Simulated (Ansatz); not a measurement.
ScIr (CsCl type, Pm-3m) under volume change, the program Ansatz at the r²SCAN level (PAW), scaled uniformly.

| V (Å³/atom) | E − E(relaxed) (meV/atom) | P (GPa) |
|---|---|---|
| 15.077 | 89.9 | 20.94 |
| 15.574 | 37.9 | 12.84 |
| 16.071 | (withheld) | (withheld) |
| 16.568 | 0.0 | 0.06 |
| 17.065 | 7.8 | -4.94 |
| 17.562 | 29.9 | -9.19 |
| 18.059 | (withheld) | (withheld) |

**Question.** Some entries are withheld; supply them.

**Answer.** 
- 18.059, E − E(relaxed) (meV/atom): 64.2
- 18.059, P (GPa): -12.80
- 16.071, E − E(relaxed) (meV/atom): 9.0
- 16.071, P (GPa): 5.93

**Question.** What does a third-order Birch–Murnaghan fit give for V₀, B₀ and B′?

**Answer.** V₀ = 16.57 Å³/atom, B₀ = 180 GPa, B′ = 4.4.

The workflow started from an entry of the Crystallography Open Database (COD). Whether it is the stable phase at ambient conditions was not checked. The cell was relaxed with r²SCAN under the symmetry of its start; its stability against distortions is not shown here. No spin polarisation was allowed. Scalar-relativistic: spin–orbit coupling is off unless named, which matters more the heavier the elements.

Potentials: the later of the program's two PAW sets.
